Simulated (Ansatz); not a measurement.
CdO (NiAs type, P6_3/mmc) at seven volumes, DFT-PBE in the program Ansatz with PAW potentials, shape and atoms relaxed at each. One row is withheld.

```csv
V (Å³/atom),P (GPa)
12.527,?
12.940,8.53
13.353,3.90
13.766,0.00
14.179,-3.29
14.592,-6.06
15.005,-8.39
```

Q: Fit the shown pressures and predict the withheld one.

A: P = (3/2)B₀(x^(7/2) − x^(5/2))[1 + (3/4)(B′ − 4)(x − 1)] with x = (V₀/V)^(2/3). Least squares on the six rows gives V₀ = 13.766 Å³/atom, B₀ = 119 GPa, B′ = 4.71. At V = 12.527, x = 1.0649 and P = 14.02 GPa. The run itself gave 14.01 GPa.

A made-up cell: these elements were put on the sites of a structure type; neither database checked (COD, Materials Project) lists it. It is not the phase usual at ambient conditions (space group No. 225). Symmetry was held in the PBE relaxation; whether a distortion lowers the energy is not shown.

Potentials: the later of the program's two PAW sets.
